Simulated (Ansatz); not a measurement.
Relaxed MoSi2 (MoSi2 type, space group I4/mmm):

```yaml
crystal:
  lattice:
    - [-1.60850, 1.60850, 3.93661]
    - [1.60850, -1.60850, 3.93661]
    - [1.60850, 1.60850, -3.93661]
  atoms:
    - { symbol: Mo, position: [0.00000, 0.00000, 0.00000] }
    - { symbol: Si, position: [0.33511, 0.33511, 0.00000] }
    - { symbol: Si, position: [0.66489, 0.66489, 0.00000] }
```

The numbers are results of PBE (plane waves to 420 eV, PAW, scalar-relativistic; Ansatz, an electronic-structure program), not measurements. k mesh 16×16×16 (Γ-centred), Fermi-Dirac smearing 0.05 eV. With partly filled bands, energies and forces of such displacements shift with the k mesh and the smearing. MoSi2 is run without spin polarisation. MoSi2 was relaxed with its symmetry unable to fall. The PAW data are Ansatz's earlier set.

One atom of the cell was then moved (with its periodic images), all else fixed, and the forces (eV/Å) came out as:

```tsv
atom	Fx	Fy	Fz
Mo1	0.000	0.000	-1.088
Si2	0.000	0.000	1.923
Si3	0.000	0.000	-0.835
```

Question: Which atom was moved, and by which vector (Å)?

Answer: Si2, by (0.00, 0.00, -0.16), 0.16 Å in all.

(A displaced cell: forces are minus the slopes of the energy, force constants its curvatures, and phonons follow from these.)
